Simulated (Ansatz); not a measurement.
Al$_{4}$Cu: phonons across the zone

All numbers below come from Ansatz 0.2.0, DFT PBE, scalar-relativistic, plane waves, PAW. Plane waves to 420 eV; Γ-centred k mesh 18×18×2; Fermi-Dirac smearing of 0.15 eV. No spin polarisation. Phonons by linear response, acoustic sum rule imposed.

Equilibrium structure at this level:
```
CELL_PARAMETERS angstrom
2.82828 0.00000 0.00000
-1.41414 2.44936 0.00000
0.00000 0.00000 22.38666
ATOMIC_POSITIONS crystal
Al 0.33333 0.66667 0.89379
Al 0.33333 0.66667 0.10621
Al 0.33333 0.66667 0.31856
Al 0.33333 0.66667 0.50000
Al 0.33333 0.66667 0.68144
Al 0.66667 0.33333 0.00000
Al 0.66667 0.33333 0.21298
Al 0.66667 0.33333 0.78702
Cu 0.66667 0.33333 0.40997
Cu 0.66667 0.33333 0.59003
```

It was reached by relaxing an invented guess, and it needn't be the stable form of this composition. In a metal, frequencies and elastic constants depend on the k mesh and the smearing, soft modes and shear constants most. The q mesh is coarse, so values between its points are rough.

Force constants from linear response on a 3×3×1 q mesh.

Q: Is the structure dynamically stable on this mesh?

A: Yes, on this mesh: no mode is imaginary.

Q: Give the frequencies (cm⁻¹; i marks imaginary ones) at the irreducible q points, in fractions of the reciprocal vectors.

A:
| q | star | frequencies |
| --- | --- | --- |
| 0.000 0.000 0.000 | 1 | 0 0 0 25 25 37 37 64 64 70 70 82 97 97 98 120 120 138 138 140 140 152 165 165 184 230 268 292 292 299 |
| 0.000 0.333 0.000 | 6 | 79 80 83 96 109 120 131 131 136 139 152 163 165 175 181 182 189 199 219 238 250 259 270 276 279 284 288 290 291 306 |
| 0.333 0.333 0.000 | 2 | 60 93 97 109 135 140 163 163 171 179 186 216 218 221 230 245 263 264 272 275 277 283 283 286 286 288 288 289 293 305 |
